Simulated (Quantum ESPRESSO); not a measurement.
TaMoAu4Mg2, one composition in several site orders

Computed values, not a measurement. The program is pw.x of Quantum ESPRESSO 7.5 (plane-wave density functional theory). The cell is made up: eight metal atoms on a hexagonal close-packed lattice, with elements, volume, strain and displacements drawn at random and not relaxed, so it may be unstable or far from any real phase. PseudoDojo standard norm-conserving files set the functional (PBE unless stated); there is no spin polarisation or spin-orbit coupling, the Fermi-Dirac width of 0.25 eV means electrons at about 2900 K, and the masses in the input are unused placeholders. Heavy elements are run without spin-orbit coupling, which real alloys of them have. A spin test at this wide smearing found no moment, but such smearing suppresses magnetism that the real alloy may have.

The runs put one composition on the sites in different orders. Cell, positions, cutoff, mesh and smearing stay as in the input of run 1; sites are counted in its order. Stress in the tables is positive in tension.

Input of run 1:

```
&control calculation='scf', pseudo_dir='./dojo.nc.sr.pbe.v0_5.standard.upf', outdir='./o', disk_io='minimal', tprnfor=.true., tstress=.true. /
&system ibrav=0, nat=8, ntyp=4, nbnd=72, ecutwfc=84.00895049, nosym=.true., tot_charge=0,
 occupations='smearing', smearing='fd', degauss=0.0183746611
/
&electrons conv_thr=1.470e-08, electron_maxstep=70, mixing_beta=0.5 /
ATOMIC_SPECIES
Au 1.0 Au.upf
Mg 1.0 Mg.upf
Mo 1.0 Mo.upf
Ta 1.0 Ta.upf
CELL_PARAMETERS angstrom
-2.9585 0.0169 -0.025
-0.0293 5.1114 -0.0234
1.4132 -2.5207 -9.4338
ATOMIC_POSITIONS angstrom
Ta -0.0484 -0.0919 -0.0105
Mo -0.0279 1.7445 -2.3976
Au -0.1756 -0.0114 -4.7047
Au 0.0269 1.6844 -7.1855
Mg -1.4574 2.5888 -0.0646
Au -1.6132 4.3732 -2.4217
Au -1.6061 2.5382 -4.7831
Mg -1.5697 -0.9292 -7.175
K_POINTS automatic
8 5 3 1 1 1
```

```
run  elements on sites 1 to 8  free energy less that of run 1 (eV)  -TS (eV)  pressure (GPa)  stress xx (GPa)  stress yy (GPa)  stress zz (GPa)  stress yz (GPa)  stress xz (GPa)  stress xy (GPa)  iterations
  1   Ta Mo Au Au Mg Au Au Mg                                0.000    -1.166            0.48             0.58            -0.28            -1.73            -1.62             1.33            -1.04          16
  2   Au Ta Au Mg Mg Au Au Mo                                0.241    -1.289            0.37             1.69            -0.26            -2.56            -1.46             0.95            -0.84          16
  3   Au Ta Au Au Mo Mg Au Mg                               -0.606    -1.153            0.25             1.61            -3.30             0.94             1.55             0.29            -1.22          16
  4   Au Mg Ta Au Mo Mg Au Au                                0.372    -1.233            0.62             4.24            -1.98            -4.13            -0.37             0.82            -1.17          16
  5   Mo Au Au Au Mg Mg Au Ta                               -0.632    -1.043           -0.52             0.82             1.69            -0.93             2.47             1.01            -1.02          17
  6   Au Ta Au Mg Au Au Mg Mo                                0.156    -1.273            0.64             2.22            -0.47            -3.66             0.66             0.96            -1.11          17
```

Forces Fx Fy Fz (eV/Å):

| site | run 1 | run 2 | run 3 | run 4 | run 5 | run 6 |
| --- | --- | --- | --- | --- | --- | --- |
| 1 | 0.40 1.19 -1.54 | 0.21 0.87 0.40 | 0.27 0.78 -0.80 | 0.30 0.58 -1.14 | 0.40 1.67 0.88 | 0.21 0.96 0.29 |
| 2 | -0.21 -0.03 0.51 | -0.16 -0.21 -0.80 | -0.40 0.68 0.95 | -0.04 0.35 0.11 | -0.15 -0.17 0.76 | -0.26 -0.21 1.11 |
| 3 | 0.17 0.04 -0.82 | 0.22 -0.08 -1.14 | 0.14 -0.13 -0.12 | 0.23 0.08 -2.12 | 0.16 -0.14 -0.54 | 0.24 0.16 -1.27 |
| 4 | -0.42 -0.29 0.01 | -0.41 -0.18 0.73 | -0.35 -0.42 0.67 | -0.41 -0.83 0.73 | -0.56 -0.62 -0.08 | -0.45 -0.32 -0.11 |
| 5 | -0.33 -0.91 -0.44 | -0.23 -0.29 0.27 | -0.06 -0.78 -1.44 | -0.19 -0.54 0.54 | -0.22 -0.74 -0.61 | -0.21 -0.80 0.23 |
| 6 | 0.13 -0.49 0.80 | 0.08 -0.56 0.35 | 0.16 -0.46 0.06 | -0.05 -0.52 0.96 | 0.09 -0.11 -0.44 | 0.10 -0.59 -0.17 |
| 7 | 0.15 0.00 0.20 | 0.15 0.12 -0.20 | 0.14 0.14 0.33 | 0.03 0.06 0.64 | 0.11 0.42 -0.14 | 0.23 0.44 -0.24 |
| 8 | 0.11 0.49 1.27 | 0.14 0.33 0.40 | 0.11 0.20 0.34 | 0.13 0.81 0.29 | 0.18 -0.30 0.16 | 0.14 0.37 0.17 |

The sites are displaced and not relaxed, so the energy differences hold strain from misfit and are not ordering energies. A rerun of one cell of this series at a higher cutoff and on a denser mesh moved values by no more than 0.004 eV in energy, 0.14 GPa in stress and 0.004 eV/Å in force, and a second program with other atomic files agreed on that cell to 2 % rms in force and 0.5 GPa in pressure.